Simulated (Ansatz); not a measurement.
**Question.** Name crystals whose computed values (LDA (plane waves, PAW; program Ansatz)) fall in these windows: highest Γ mode, no LO–TO term (cm⁻¹) 240 to 320; Θ_D (K) 140 to 180; B₀ by P(V) fit (GPa) 15 to 20.

**Answer.** 

```
crystal                                        highest Γ mode, no LO–TO term (cm⁻¹)  Θ_D (K)  B₀ by P(V) fit (GPa)
---------------------------------------------  ------------------------------------  -------  --------------------
GaCuBr4, P-42c (Ga on 2d, Cu on 2e, Br on 8n)                                   278      161                  18.2
```
Others may fit too.

Standing as an ambient phase not checked: GaCuBr4, P-42c (Ga on 2d, Cu on 2e, Br on 8n). The cell was relaxed under the symmetry of its start. Rows with no word on spin ran without spin polarisation. Scalar-relativistic: spin–orbit coupling is off unless named, which matters more the heavier the elements.

Potentials: the later of the program's two PAW sets.
